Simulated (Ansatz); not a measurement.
An Ansatz input:

```yaml
crystal:
  lattice:
    - [5.2864609513, 0.0, 0.0]
    - [-2.6432304757, 4.57820948, 0.0]
    - [0.0, 0.0, 3.2406005632]
  atoms:
    - { symbol: In, position: [0.0, 0.0, 0.0] }
    - { symbol: In, position: [0.3333333333, 0.6666666667, 0.5] }
    - { symbol: In, position: [0.6666666667, 0.3333333333, 0.5] }
hamiltonian:
  xc: r2scan
  pseudopotentials:
    kind: paw
    azcp:
      In: "pseudopotentials/In.paw.azcp"
basis:
  ecutwfc: 500
  fft_grid_basis: typed
kpoints:
  mp_grid: { grid: [7, 7, 10], shift: [0, 0, 0] }
magnetization:
  spin_polarized: false
scf:
  occupations: { method: fermi_dirac, width: 0.1 }
relax:
  max_steps: 60
  f_tol: 0.01
  cell: {}
```

Output

```
Engine: ansatz 0.2.0, x86_64-unknown-linux-gnu
Pseudopotentials: kind: paw
Pseudopotential: In, paw, valence charge 13, recommended cutoff 500 eV (meta_gga) 
Functional definition: r2SCAN
  parameter k0 = 0.174
  parameter k1 = 0.065
  parameter a1 = 4.9479
  exchange = r2scan_x(k0 = k0, k1 = k1, a1 = a1)
  correlation = r2scan_c
Crystal: 3 atoms, lattice volume = 78.431 Å³
Basis set: ecut = 500 eV, 2003 PW (Γ), exchange–correlation on 160×160×96 points (64 copies of the dense FFT grid, shifted against one another)
Bands: 24, of which v1, the nominal top of the filled ones, is band 20 counted from 1 (19 counted from 0)
Symmetry: 24 space group operations
Space group: P6/mmm (ITA 191), of the structure as read, at distance tolerance 4.3e-5 Å
k-points: 48 of 490
Non-local potential: In, projectors of the file, l = 0: 2, l = 1: 2, l = 2: 2, l = 3: 2
PAW form: soft (Blöchl's): semilocal exchange-correlation on the pseudo side does not see the compensation charge
PAW frozen core: In, regenerated for the run's functional (the file was generated under x = pbe(κ = 0.804, μ = 0.2195149727645171), c = pbe(β = 0.06672455060314922))
PAW one-centre angular grid: In, 590 points (default); XC on 289 of its mesh's 2783 points in the sphere
Initial density: superposition of atomic densities (neutral atoms: chi_scale 0, normalization atom), corrected by the library's trained network
Initial wavefunctions: pseudopotential atomic-orbital guess
Functional: x = r2scan, c = r2scan; τ floored in thin density (d = 2e-4 eV/Å³)
SCF iter   1: F=—  HF=-16835.418485 eV  |F-HF|=—  |Δ(HF+E_count)|=         —  Δρ=7.90e-3  dr2=2.76e-2  dr2_τ=4.22e-3  ethr=1.77e-3  ⟨swp⟩=5.6  Hψ=5269  notcnv=0
SCF iter   2: F=—  HF=-16835.427194 eV  |F-HF|=—  |Δ(HF+E_count)|=   8.71e-3  Δρ=3.16e-3  dr2=4.44e-3  dr2_τ=2.36e-4  ethr=7.07e-5  ⟨swp⟩=2.4  Hψ=2641  notcnv=0
SCF iter   3: F=—  HF=-16835.426561 eV  |F-HF|=—  |Δ(HF+E_count)|=   6.32e-4  Δρ=5.90e-4  dr2=1.91e-4  dr2_τ=4.52e-6  ethr=1.14e-5  ⟨swp⟩=2.0  Hψ=2078  notcnv=0
SCF iter   4: F=—  HF=-16835.426600 eV  |F-HF|=—  |Δ(HF+E_count)|=   3.87e-5  Δρ=1.49e-4  dr2=1.95e-5  dr2_τ=3.70e-7  ethr=4.90e-7  ⟨swp⟩=2.0  Hψ=2095  notcnv=0
SCF iter   5: F=—  HF=-16835.426607 eV  |F-HF|=—  |Δ(HF+E_count)|=   6.84e-6  Δρ=5.01e-5  dr2=2.52e-6  dr2_τ=4.34e-8  ethr=5.00e-8  ⟨swp⟩=2.0  Hψ=2092  notcnv=0
SCF iter   6: F=—  HF=-16835.426608 eV  |F-HF|=—  |Δ(HF+E_count)|=   1.41e-6  Δρ=9.87e-6  dr2=1.40e-7  dr2_τ=1.47e-9  ethr=6.46e-9  ⟨swp⟩=2.5  Hψ=2136  notcnv=0
SCF iter   7: F=-16835.426608 eV  HF=-16835.426608 eV  |F-HF|=4.97e-9  |Δ(HF+E_count)|=   1.27e-7  Δρ=3.52e-6  dr2=1.24e-8  dr2_τ=1.04e-10  ethr=2.56e-10  ⟨swp⟩=4.7  Hψ=3573  notcnv=0
...
Initial wavefunctions: pseudopotential atomic-orbital guess (no wavefunctions were taken with the density)
iter 1 solved again at ethr=1.49e-7 eV; its pass at ethr=3.10e-3 eV (dr2=5.83e-5 eV) is discarded
SCF iter   1: F=—  HF=-16835.432758 eV  |F-HF|=—  |Δ(HF+E_count)|=         —  Δρ=2.79e-5  dr2=9.72e-8  dr2_τ=4.56e-7  ethr=1.49e-7  ⟨swp⟩=3.5  Hψ=8423  notcnv=0
SCF iter   2: F=—  HF=-16835.432754 eV  |F-HF|=—  |Δ(HF+E_count)|=   3.74e-6  Δρ=1.43e-5  dr2=2.93e-8  dr2_τ=1.24e-8  ethr=2.49e-10  ⟨swp⟩=2.0  Hψ=2102  notcnv=0
SCF iter   3: F=—  HF=-16835.432754 eV  |F-HF|=—  |Δ(HF+E_count)|=   1.82e-7  Δρ=2.77e-6  dr2=3.39e-9  dr2_τ=4.72e-10  ethr=7.52e-11  ⟨swp⟩=3.0  Hψ=2248  notcnv=0
SCF iter   4: F=—  HF=-16835.432754 eV  |F-HF|=—  |Δ(HF+E_count)|=   4.43e-9  Δρ=6.11e-7  dr2=3.44e-10  dr2_τ=1.78e-11  ethr=8.69e-12  ⟨swp⟩=2.9  Hψ=2207  notcnv=0
SCF iter   5: F=-16835.432754 eV  HF=-16835.432754 eV  |F-HF|=1.09e-11  |Δ(HF+E_count)|=  3.97e-10  Δρ=1.23e-7  dr2=1.13e-11  dr2_τ=1.40e-12  ethr=1.00e-12  ⟨swp⟩=4.4  Hψ=5891  notcnv=0
SCF 4 converged in 5 iterations: F = -16835.432754 eV  dr2 = 1.13e-11
relax step   4: F+E_penalty+E_count = -16835.43275438 eV  Δ(F+E_penalty+E_count) = -2.480e-4 eV  max|allowed force component| = 2.467e-17 eV/Å  Δτ_max = 0.0000 Å  P = -0.008 GPa  Ω = 80.285 Å³  stress off target by 4.58e-2 GPa  SCF on the basis re-selected at this cell (its energy is not comparable with the rows above)  (5 SCF iters)
basis re-selected at this cell: Δ(F+E_penalty+E_count) = -2.480e-4 eV, ΔP = +0.004 GPa vs the last step (what re-selecting the basis moved, of the pressure what is left beyond the Pulay correction that the steps carried, after the strain that the cell walked since its last selection, with what the two solves' SCF thresholds leave and, on support functions, any second-order correction that the steps lacked; it is no measure of the basis error at this ecutwfc). This SCF's stress stands 4.58e-2 GPa from its target on what of the cell is left free (relax.cell.stress_tol is 5.00e-2 GPa) and its largest allowed force component is 2.47e-17 eV/Å (relax.f_tol is 1.00e-2 eV/Å): within both
SCF converged after 5 iterations
Free energy (F): -16835.432754 eV
Harris-Foulkes:  -16835.432754 eV  (|F-HF|=1.09e-11)
Internal energy: -16835.401011 eV  (E = F + TS)
E sigma→0 (E₀):  -16835.416883 eV
Entropy (-TS):   -0.031743 eV (-10.581 meV/atom)
Fermi energy:    9.933065 eV
--- Per-component energies (eV) ---
  E_band       = -104.637042
  E_kinetic    = 723.277907
  E_local      = -3284.433737  (includes V_loc(G=0)·N_el)
  E_nonlocal   = 1099.469022
  E_hartree    = 1290.202692
  E_xc         = -604.559057
  E_vxc        = -322.879816  (∫ρ·V_xc dr)
  E_paw        = -12543.833127  (= ΣΔE_a)
  E_vpaw       = -923.449183  (= ΣTr[D̂ρ^β])
  E_aug_tail   = 0.000023  (compensation charges beyond the density's cutoff)
  E_vtau       = 22.973243  (kinetic-family band-sum trace: ∫τ·v_τ [+ j·A + Jᵃ·Aᵃ] dr)
  E_ewald      = -3518.421373
  E_core_change = 2.896638  (= ΣΔE_core)
  E_smearing   = -0.031743  (= −TS)
  E_closure    = 0.000000  (closes the sum)
  Σ components = -16835.432754   (vs F -16835.432754, Δ=0.00e0)
--- Forces (eV/Å), atoms counted from 1 ---
  atom   1  In     0.00000000    -0.00000000     0.00000000
  atom   2  In     0.00000000    -0.00000000     0.00000000
  atom   3  In    -0.00000000     0.00000000     0.00000000
  max |Σ_I F_I| component: 9.25e-18 eV/Å
--- Stress (GPa, compression-positive) ---
       -0.035055       0.000000       0.000000
        0.000000      -0.035055       0.000000
        0.000000       0.000000       0.045789
  P = ⅓ Tr σ = -0.0081 GPa (-0.081 kbar)
--- Relaxed structure (3 steps of the walk, 3 accepted, 1 SCFs on fresh bases) ---
  F+E_penalty+E_count = -16835.43275438 eV   max|allowed force component| = 2.467e-17 eV/Å   (the final SCF, on the basis selected at the relaxed cell)
  cell:  # Å, volume = 80.2847 Å³
    - [5.311712071595594, 2.9005469204134226e-11, 0.0]
    - [-2.6558560358229166, 4.600077591575749, 0.0]
    - [0.0, 0.0, 3.285737977207694]
  atoms:
    - { symbol: In, position: [-4.3111313099517956e-35, -1.285390274696588e-35, 0.0] }
    - { symbol: In, position: [0.3333333333333334, 0.6666666666666667, 0.5] }
    - { symbol: In, position: [0.6666666666666667, 0.33333333333333337, 0.5] }
```

Command:

```sh
ansatz run input.yaml --threads 1 --pin off --max-ram 3584MiB --backend cpu --events-out ev --progress --plain --runs-dir out
```

On 1 thread of Intel(R) Xeon(R) Platinum 8259CL CPU @ 2.50GHz (Skylake/Cascade Lake) (shared host) this took about 50 s of wall time and 49 s of CPU time.
